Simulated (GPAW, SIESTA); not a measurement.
Given: the input of a run of SIESTA 5.4.2 on HPbNO4. Atoms were shifted at random by some hundredths of an Å from the given cell, which wasn't relaxed again for these runs. The cell comes from a database or a generator and needn't be the stable form of this composition.

HPbNO4.fdf

```
SystemName                      HPbNO4
SystemLabel                     HPbNO4
NumberOfSpecies                 4
NumberOfAtoms                   7
%block ChemicalSpeciesLabel
  1   1 H
  2  82 Pb
  3   7 N
  4   8 O
%endblock ChemicalSpeciesLabel

LatticeConstant                 1.0 Ang
%block LatticeVectors
     3.8540400000     0.1438400000     0.0901200000
    -0.2532000000     5.5269800000     0.1647100000
    -0.4819700000    -1.9272000000     5.7202500000
%endblock LatticeVectors
AtomicCoordinatesFormat         Fractional
%block AtomicCoordinatesAndAtomicSpecies
     0.0941660000     0.6524940000     0.5500540000  1  H
     0.6052850000     0.5156420000     0.1550950000  2  Pb
     0.9282200000     0.9662930000     0.9587100000  3  N
     0.0164780000     0.1295810000     0.8776250000  4  O
     0.7097780000     0.0011380000     0.1286680000  4  O
     0.0078160000     0.7445390000     0.8696830000  4  O
     0.1047850000     0.5898850000     0.3744560000  4  O
%endblock AtomicCoordinatesAndAtomicSpecies

%block kgrid.MonkhorstPack
    7   0   0  0.0
    0   5   0  0.0
    0   0   5  0.0
%endblock kgrid.MonkhorstPack
XC.Functional                   GGA
XC.Authors                      PBE
PAO.BasisSize                   DZP
PAO.EnergyShift                 0.003 Ry
Mesh.Cutoff                     800 Ry
OccupationFunction              FD
ElectronicTemperature           0.05 eV
MaxSCFIterations                120
SCF.MustConverge                false
SCF.Mixer.Method                Pulay
SCF.Mixer.Weight                0.25
SCF.Mixer.History               8
SCF.DM.Tolerance                5.0e-05
SCF.H.Tolerance                 1.0e-03 eV
WriteForces                     true
Charge.Mulliken                 end
%block PAO.Basis
  Pb 4
  n=6 0 2
    6.167 0.000
  n=6 1 2
    8.915 0.000
  n=5 2 2
    4.155 0.000
  n=6 2 1
    8.915
%endblock PAO.Basis
Diag.ParallelOverK              true
```

Potentials or basis: PseudoDojo 0.4 standard (PBE files), converted to PSML, two zetas on semicore shells, DZP (energy shift 0.003 Ry; two zetas on semicore shells).

The run is started by

```bash
$ mpirun -n 4 siesta HPbNO4.fdf > HPbNO4.out 2>&1
```

Question: Set up the same calculation for GPAW 26.7.0 (ASE script). Potentials or basis there: GPAW PAW data sets (gpaw-data 1.2.1), cutoff 800 eV.

Answer: As run (cutoffs and basis follow the program's own potentials, and thresholds, step limits or extra output files can differ):

run.py

```python
from ase import Atoms
from ase.dft.bandgap import bandgap
from ase.io import write
from ase.units import GPa
from ase.parallel import parprint
from gpaw import GPAW, PW

atoms = Atoms(['H', 'Pb', 'N', 'O', 'O', 'O', 'O'],
              cell=[[3.85404, 0.14384, 0.09012],
                    [-0.2532, 5.52698, 0.16471],
                    [-0.48197, -1.9272, 5.72025]],
              scaled_positions=[[0.094166, 0.652494, 0.550054],
                                [0.605285, 0.515642, 0.155095],
                                [0.92822, 0.966293, 0.95871],
                                [0.016478, 0.129581, 0.877625],
                                [0.709778, 0.001138, 0.128668],
                                [0.007816, 0.744539, 0.869683],
                                [0.104785, 0.589885, 0.374456]],
              pbc=True)

calc = GPAW(mode=PW(800),
            xc='PBE',
            kpts={'size': (7, 5, 5), 'gamma': True},
            occupations={'name': 'fermi-dirac', 'width': 0.05},
            nbands=39,
            convergence={'density': 1e-05, 'energy': 1e-05},
            maxiter=150,
            txt='gpaw.txt')
atoms.calc = calc
energy = atoms.get_potential_energy()
forces = atoms.get_forces()
stress = atoms.get_stress()
calc.write('gs.gpw')
write('result.traj', atoms)
parprint(f'Energy: {energy:.6f} eV')
parprint('Forces (eV/A):')
parprint(forces.round(4))
parprint('Stress (GPa):', (stress / GPa).round(3))
parprint('Fermi level:', round(calc.get_fermi_level(), 4), 'eV')
parprint(f'Gap: {bandgap(calc)[0]:.4f} eV, direct: {bandgap(calc, direct=True)[0]:.4f} eV')
```

Potentials or basis: GPAW PAW data sets (gpaw-data 1.2.1), pw.

Launch:

```bash
$ OMP_NUM_THREADS=1 mpirun -n 8 gpaw python run.py
```

Both were run:

|  | SIESTA | GPAW |
| --- | --- | --- |
| Pressure | 3.0 GPa | 0.3 GPa |
| Energy over the undisturbed cell | 41.7 meV/atom | 36.7 meV/atom |

Pressure is positive in compression.
